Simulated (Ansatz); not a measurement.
Relaxed-ion elastic tensor of CrB₄ in space group Pnnm (No. 58; Cr on 2a, B on 4g, B on 4g) in GPa (Voigt order), PBEsol (plane waves, PAW; program Ansatz); density 4.39 g/cm³, 7.21 Å³ per atom.

```tsv
	1	2	3	4	5	6
1	584	73.6	123	0.0	0.0	0.0
2	73.6	921	105	0.0	0.0	0.0
3	123	105	502	0.0	0.0	0.0
4	0.0	0.0	0.0	265	0.0	0.0
5	0.0	0.0	0.0	0.0	291	0.0
6	0.0	0.0	0.0	0.0	0.0	268
```

Is the crystal mechanically stable?

Yes: the smallest eigenvalue of C is 265 GPa.

Work out the Voigt, Reuss and Hill averages.

K_V = 290, K_R = 277, K_H = 283; G_V = 279, G_R = 268, G_H = 273 GPa.

Give Young's modulus, Poisson's ratio, Pugh's ratio and the universal anisotropy index.

E = 9KG/(3K + G) = 620 GPa; ν = 0.14; K/G = 1.04 (brittle by the Pugh limit of 1.75); A_U = 5G_V/G_R + K_V/K_R − 6 = 0.25.

Estimate the sound speeds and the Debye temperature.

v_l = √((K + 4G/3)/ρ) = 12200 m/s, v_t = √(G/ρ) = 7890 m/s, mean 8660 m/s; Θ = (h/k)(3n/4πV)^(1/3) v_m = 1330 K.

Solve the Christoffel equation for the three sound speeds along x, y, z.

Eigenvalues of C_ijkl n_j n_l equal ρv². In km/s, slowest first: x 7.82, 8.15, 11.54; y 7.77, 7.82, 14.49; z 7.77, 8.15, 10.70.

How much does each axis shrink under pressure?

Linear compressibilities β_i = Σ_j S_ij (j = 1 to 3): x 1.3, y 0.81, z 1.5 per TPa.

The first step of the workflow began from a Materials Project structure, measured or hypothetical; the Crystallography Open Database copy checked does not list it. COD files the formula under space group No. 71. Its standing as an ambient phase is unchecked. Symmetry was held in the PBEsol relaxation; its stability against distortions is not shown here. No spin polarisation was allowed. As this level gives no gap, shear constants depend on the k-mesh and smearing (Fermi–Dirac, 0.1 eV here).

Potentials: the later of the program's two PAW sets.
